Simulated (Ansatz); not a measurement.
An elastic tensor (GPa, Voigt order, standard axes) from DFT-LDA in the program Ansatz with PAW potentials:

```
 537  54.6  81.4   0.0   0.0   0.0
54.6   537  81.4   0.0   0.0   0.0
81.4  81.4   404   0.0   0.0   0.0
 0.0   0.0   0.0   205   0.0   0.0
 0.0   0.0   0.0   0.0   205   0.0
 0.0   0.0   0.0   0.0   0.0   241
```

**Question.** Pick the material that matches.
A. ScB2, P6/mmm (Sc on 1a, B on 2d)
B. MgO, P6_3/mmc (Mg on 2c, O on 2d)
C. BN, P6_222 (B on 3d, N on 3c)
D. In2Bi, P6_3/mmc (In on 2a, In on 2d, Bi on 2c)

**Answer.** A, ScB2, P6/mmm (Sc on 1a, B on 2d)

The first step of the workflow began from a Materials Project structure, measured or hypothetical; the Crystallography Open Database files this formula in space group No. 191, but the cells were not matched. Whether it is the stable phase at ambient conditions was not checked. The cell was relaxed with LDA under the symmetry of its start; its stability against distortions is not shown here. No spin polarisation was allowed. As this level gives no gap, shear constants depend on the k-mesh and smearing (Fermi–Dirac, 0.1 eV here).

Potentials: the later of the program's two PAW sets.
